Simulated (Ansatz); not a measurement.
TiSi2:
Space group Fddd, origin choice 1 (No. 70); a = 4.7561 Å, b = 8.1768 Å, c = 8.5077 Å, α = β = γ = 90.00°

```
atom  site  symmetry       x       y       z
----  ----  --------  ------  ------  ------
Ti      8b       222  0.5000  0.5000  0.5000
Si     16f       .2.  0.0000  0.1633  0.0000
```
(The calculation used a cell of 6 atoms; values per cell refer to that cell.)

Relaxed with PBEsol.

Question: Decompose the optical modes at the zone centre into irreducible representations, and say which are infrared and Raman allowed.

Answer: Point group mmm: Γ_opt = Ag + Au + 3B1g + 2B1u + 2B2g + B2u + 3B3g + 2B3u. Infrared: B1u, B2u, B3u. Raman: Ag, B1g, B2g, B3g.

Question: Assign frequencies (DFPT, DFT-PBEsol in the program Ansatz with PAW potentials).

Answer: B3u 190, B2g 195, B1g 212, B1u 243, Ag 258, B3g 265, B2g 269, B3g 285, B2u 303, Au 322, B1g 349, B3u 376, B3g 393, B1u 413, B1g 440 cm⁻¹.

Subscripts of B labels follow the axes of the standard setting.

Symmetry was held in the PBEsol relaxation; of distortions, only those at the zone centre were tested. The run is not spin-polarised. As this level gives no gap, phonon frequencies hold no LO–TO term and depend on the k-mesh and smearing (Fermi–Dirac, 0.1 eV here).

Potentials: the earlier of the program's two PAW sets.
